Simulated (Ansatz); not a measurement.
## Re: computed property card

Re (dhcp (α-La type), P6_3/mmc), a = b = 2.7756 Å, c = 8.9566 Å, α = β = 90.00°, γ = 120.00°.

Space group P6_3/mmc (No. 194), dhcp (α-La type); conventional cell a = 2.7756 Å, b = 2.7756 Å, c = 8.9566 Å, α = 90.00°, β = 90.00°, γ = 120.00°.

Method: PBE (plane waves, PAW; program Ansatz). Structure relaxed to zero pressure with the same functional. Other levels are named where they apply.

### Cell and energy

```json
{
  "volume_per_atom": "14.94 Å³",
  "density": "20.70 g/cm³"
}
```

### Electronic structure

```json
{
  "electronic_character": "metallic (no gap)",
  "Density of states at the Fermi level": "0.72 states/eV per atom (mean over ±0.08 eV)",
  "Gap with spin–orbit coupling": "none (metallic)"
}
```

### Mechanics

```json
{
  "Bulk modulus (Birch–Murnaghan fit)": "364 GPa",
  "Pressure derivative B′": "4.5"
}
```

### Phonons

```json
{
 "highest_zone_centre_frequency": "171 cm⁻¹",
 "zone_centre_stability": "no imaginary mode at Γ"
}
```

The cell is a constructed one: a structure type filled with these elements. Its sites differ from those of the usual phase in this space group: another stacking or structure type. The PBE relaxation kept the symmetry of its start. The run is not spin-polarised. As this level gives no gap, phonon frequencies hold no LO–TO term and depend on the k-mesh and smearing (Fermi–Dirac, 0.1 eV here). Axis ratios of metals converge slowly with the k-mesh, so a and c are less sure than the volume. Spin–orbit coupling is left out wherever it is not named.

Potentials: the later of the program's two PAW sets.
